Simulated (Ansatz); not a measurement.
TiO: do energies and stresses tell the same story?

The calculation used DFT PBEsol, scalar-relativistic, plane waves, PAW in Ansatz.

Settings: cutoff 420 eV, Γ-centred mesh 18×18×8 on the computed 4-atom cell, Gaussian smearing of 0.10 eV; no spin polarisation.

Relaxed cell: P6_3/mmc, a = 2.819 Å, b = 2.819 Å, c = 5.456 Å, α = 90.00°, β = 90.00°, γ = 120.00°, 4 atoms in the primitive cell. This form isn't the usual stable structure of the compound.

Energies at zero smearing and pressures from the stress tensor, at volumes with shape and atoms relaxed:
```tsv
V (Å³/atom)	E − E(first) (meV/atom)	P (GPa)
8.823	0.00	17.90
9.105	-22.73	8.23
9.386	-29.77	-0.01
9.668	-23.44	-7.01
9.949	-5.73	-12.98
```

Q: Check P = −dE/dV between neighbouring volumes, and get the bulk modulus from the pressures alone.

A: With 1 eV/Å³ = 160.2 GPa:
```
middle V (Å³/atom)  −ΔE/ΔV (GPa) mean P (GPa)
             8.964        12.935        13.065
             9.245         4.003         4.110
             9.527        -3.600        -3.510
             9.808       -10.075        -9.996
```

The two differ by 0.13 GPa at most. The mean of two end pressures misses the average over a step by about ΔV² P″/12, up to 0.13 GPa here; with that taken off 0.00 GPa remains. Around V = 9.386 Å³/atom, the two neighbours give B = −V ΔP/ΔV = 9.386 × 15.24 / 0.563 = 254.0 GPa, against B0 = 252.8 GPa from the Birch–Murnaghan fit of the energies.

Spin polarisation was left out, and a magnetic state may lie lower.

A ferromagnetic start lost its moments in a first run, so spin was left out; other magnetic orders weren't tried.

Cost: 6 runs of about 1.5 core-minutes in all, on Intel Xeon 6975P-C (Granite Rapids) (shared hosts).